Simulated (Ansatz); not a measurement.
Mg3SnO:
```xyz
5
Lattice="4.3481 0.0000 0.0000 0.0000 4.3481 0.0000 0.0000 0.0000 4.3481" Properties=species:S:1:pos:R:3 pbc="T T T"
Sn     0.0000     0.0000     0.0000
O      2.1740     2.1740     2.1740
Mg     2.1740     2.1740     0.0000
Mg     2.1740     0.0000     2.1740
Mg     0.0000     2.1740     2.1740
```

Relaxed with PBEsol. Special points in fractions of this cell's reciprocal vectors: Γ (0.000, 0.000, 0.000); X (0.000, 0.500, 0.000); M (0.500, 0.500, 0.000); R (0.500, 0.500, 0.500).

Question: List the band energies nearest the Fermi level at these points for DFT-PBEsol with spin–orbit coupling in the program Ansatz with PAW potentials.

Answer: In eV from the Fermi level; about four levels below and three above (degenerate sets whole), none deeper than 8.9 eV; points with the same levels are listed once.

| k | below | above |
|---|---|---|
| Γ | -0.24 -0.24 -0.24 -0.24 | 0.60 0.60 0.60 0.60 |
| X | -0.68 -0.68 -0.43 -0.43 | 1.84 1.84 3.13 3.13 |
| M | -2.50 -2.50 -0.61 -0.61 | 0.55 0.55 2.65 2.65 |
| R | -3.38 -3.38 -3.38 -3.38 | 1.59 1.59 1.59 1.59 1.59 1.59 |

Space group Pm-3m (anti-perovskite). The start of the workflow was typed in or built on a structure type; neither database checked (COD, Materials Project) lists it. Whether it is the stable phase at ambient conditions was not checked. The cell was relaxed with PBEsol under the symmetry of its start; whether a distortion lowers the energy is not shown.

Potentials: the later of the program's two PAW sets.
